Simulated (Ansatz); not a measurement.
AlN:
```
AlN
1.0
    3.09475     0.00000     0.00000
   -1.54737     2.68013     0.00000
    0.00000     0.00000    10.02027
Al N
4 4
Cartesian
  0.00000   0.00000   0.01486
  0.00000   0.00000   5.02500
  1.54737   0.89338   7.51860
  0.00000   1.78675   2.50847
  0.00000   0.00000   8.13549
  0.00000   0.00000   3.12536
  1.54737   0.89338   5.63043
  0.00000   1.78675   0.62029
```

Relaxed with HSE06.

Task: Give the Bader charges and basin volumes of the independent atoms, DFT-HSE06 in the program Ansatz with PAW potentials.

Result: 

| atom | Bader charge (e) | Bader volume (Å³) |
|---|---|---|
| Al1 | +2.47 | 3.8 |
| Al3 | +2.47 | 3.8 |
| N5 | -2.47 | 17.0 |
| N7 | -2.47 | 16.9 |

Space group P6_3mc. A made-up cell: these elements were put on the sites of a structure type. Its sites differ from those of the usual phase in this space group: another stacking or structure type. Symmetry was held in the HSE06 relaxation; whether a distortion lowers the energy is not shown.

Potentials: the later of the program's two PAW sets.
